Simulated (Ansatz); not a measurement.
A geometry of Bi away from equilibrium: step 7 of the relaxation of a relaxed Bi cell, doubled along one cell vector, shaken by Gaussian noise of σ = 0.08 Å a coordinate. These are PBEsol (plane waves to 420 eV, PAW, scalar-relativistic; Ansatz, a program for electronic structure) values and carry that method's errors. Γ-centred k-mesh 12×12×6 on the run's cell (coarser than for final values), Fermi–Dirac smearing 0.05 eV.

```xyz
2
Lattice="-1.9444 1.9359 1.9427 1.9652 -1.9513 1.9789 3.9024 3.9162 -3.9161" Properties=species:S:1:pos:R:3:forces:R:3 pbc="T T T" free_energy=-24488.770 pressure_GPa=2.2
Bi    -0.0739     0.0508     0.3034   -0.0702   -0.0321   -0.2198
Bi     2.0106     1.8481    -2.2157    0.0702    0.0321    0.2198
```

Positions in Å, forces in eV/Å, free energy of the cell in eV (comparable only within this code, potentials and settings). Largest force: 0.23 eV/Å, on Bi1, Bi2 (atoms numbered as listed); the geometry lies 0.05 eV/atom above the end of its relaxation.

No spin polarisation in the result.

The run could not lose the symmetry of its start, so the end can be a saddle point.

The end of the path is a generated cell of Bi: the first start was made by placing the elements on the sites of a structure type, and the end was not matched to a known phase here, so it may be hypothetical. Known forms of Bi include space group No. 166.
